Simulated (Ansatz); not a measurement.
ZrS2:
```xyz
3
Lattice="3.6350 0.0000 0.0000 -1.8175 3.1480 0.0000 0.0000 0.0000 5.7196" Properties=species:S:1:pos:R:3 pbc="T T T"
Zr     0.0000     0.0000     0.0000
S      1.8175     1.0493     4.2594
S      0.0000     2.0987     1.4602
```

Relaxed with PBE+D3(BJ).

Problem. Map the electron localisation function on the plane through (0.000, 0.000, 0.000) spanned by u = [0, 0, 1] and v = [1, -1, 0] in lattice vectors, from plane-wave PAW PBE+D3(BJ) (Ansatz code).

Solution. x is the fraction of u, y of v (the angle between them is 90°; rows are the nearest grid lines); atoms in the plane: Zr at (0.00, 0.00), S at (0.74, 0.67), S at (0.26, 0.33).
```
|027873000000000000000000378720|
|248873000000000000000000378842|
|888631000000000001234431137898|
|765310011000000013567775323577|
|221000011000000136789998642222|
|100000000000001479999999997531|
|311000000000002689998767898753|
|421000000000003799995113788864|
|531000000000003799983001588875|
|421100000000002699996324788864|
|321122222110001489998778898753|
|223567888775300026889999887532|
|235788999988620003577888765322|
|357898877899984100011222221123|
|468887423699996200000000001124|
|578885100389997300000000000135|
|468887311599997300000000000124|
|357898767899986200000000000113|
|135799999999974100000000000001|
|222246899987631000000110000122|
|775323577765310000000110013567|
|898731134432100000000000136888|
|248873000000000000000000378842|
|027873000000000000000000378720|
```
Scale: ten equal steps from 0.006 (start of '0') to 0.907 (end of '9'), in the order '0123456789'; x runs from 0.000 to 1.00, y from 0.000 (bottom) to 1.00 (top).

The density is the valence pseudo-density with augmentation charge, so density and ELF within about 1 Å of a nucleus are not all-electron values.

Space group P-3m1 (CdI2 type). Symmetry was held in the PBE+D3(BJ) relaxation. The run is not spin-polarised.

Potentials: the later of the program's two PAW sets.
